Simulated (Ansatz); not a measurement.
SbSBr in space group Pnma (No. 62; Sb on 4c, S on 4c, Br on 4c) at seven volumes, LDA (plane waves, PAW; program Ansatz), shape and atoms relaxed at each. One row is withheld.

```json
[
 {"V (Å³/atom)": "22.530", "P (GPa)": "3.85"},
 {"V (Å³/atom)": "23.273", "P (GPa)": "2.24"},
 {"V (Å³/atom)": "24.015", "P (GPa)": "0.96"},
 {"V (Å³/atom)": "24.758", "P (GPa)": "0.00"},
 {"V (Å³/atom)": "25.501", "P (GPa)": "-0.68"},
 {"V (Å³/atom)": "26.244", "P (GPa)": "?"},
 {"V (Å³/atom)": "26.986", "P (GPa)": "-1.40"}
]
```

Question: Fit the shown pressures and predict the withheld one.

Answer: Third-order Birch–Murnaghan: P = (3/2)B₀(x^(7/2) − x^(5/2))[1 + (3/4)(B′ − 4)(x − 1)] with x = (V₀/V)^(2/3). Least squares on the six rows gives V₀ = 24.774 Å³/atom, B₀ = 26.12 GPa, B′ = 9.95. At V = 26.244, x = 0.9623 and P = -1.12 GPa. The run itself gave -1.17 GPa.

The workflow started from a Materials Project entry (that database holds measured and hypothetical structures alike); the Crystallography Open Database files this formula in space group No. 62, but the cells were not matched. Whether it is the stable phase at ambient conditions was not checked. Symmetry was held in the LDA relaxation; its stability against distortions is not shown here. A crystal of weakly bound chains computed without a dispersion correction: the cell and the soft elastic constants depend strongly on that. Scalar-relativistic: spin–orbit coupling is off unless named, which matters more the heavier the elements.

Potentials: the later of the program's two PAW sets.
